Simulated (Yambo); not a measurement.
**Bethe-Salpeter results for Rb$_{2}$NiF$_{6}$**

```xyz
9
Lattice="0.0000 4.1796 4.1796 4.1796 0.0000 4.1796 4.1796 4.1796 0.0000" Properties=species:S:1:pos:R:3 pbc="T T T"
F      4.1796     6.5732     4.1796
F      4.1796     1.7859     4.1796
F      1.7859     4.1796     4.1796
F      6.5732     4.1796     4.1796
F      4.1796     4.1796     6.5732
F      4.1796     4.1796     1.7859
Ni     0.0000     0.0000     0.0000
Rb     6.2694     6.2694     6.2694
Rb     2.0898     2.0898     2.0898
```

The geometry is that of Materials Project entry mp-556417, symmetrised and not relaxed again.

BSE in Yambo on norm-conserving PBEsol (Quantum ESPRESSO, 98 Ry, no spin-orbit coupling) bands: 4×4×4 mesh, 27 valence and 3 conduction bands, static screening with 91 bands and a 3 Ry block, scissor 3.75 eV, Tamm-Dancoff; field along x.

```json
[
 {"state": "1", "energy (eV)": "0.70", "states within 2 meV": "3", "relative strength": "< 0.01", "class": "dark", "main transitions": "several band pairs"},
 {"state": "2", "energy (eV)": "1.47", "states within 2 meV": "3", "relative strength": "0.03", "class": "dark", "main transitions": "several band pairs"},
 {"state": "3", "energy (eV)": "2.47", "states within 2 meV": "3", "relative strength": "0.03", "class": "dark", "main transitions": "several band pairs"},
 {"state": "4", "energy (eV)": "2.82", "states within 2 meV": "3", "relative strength": "0.01", "class": "dark", "main transitions": "several band pairs"},
 {"state": "5", "energy (eV)": "3.04", "states within 2 meV": "3", "relative strength": "< 0.01", "class": "dark", "main transitions": "several band pairs"},
 {"state": "6", "energy (eV)": "3.06", "states within 2 meV": "3", "relative strength": "1.00", "class": "weak", "main transitions": "several band pairs"}
]
```

These are vertical excitations (zero momentum). The direct quasiparticle gap on this mesh is 5.38 eV; counted from there, state 1 is bound by 4.68 eV. Convergence with the mesh was not shown.

Spin singlets only. Strengths are relative to the strongest of the lowest states of this run; strong means a line over 3 % of the spectrum's maximum, dark under 0.03 %. Absolute energies carry the error of the G0W0 scissor, whose convergence isn't established.

The 3d shell has no Hubbard U; the runs are without spin polarisation, and magnetic order was not tried.
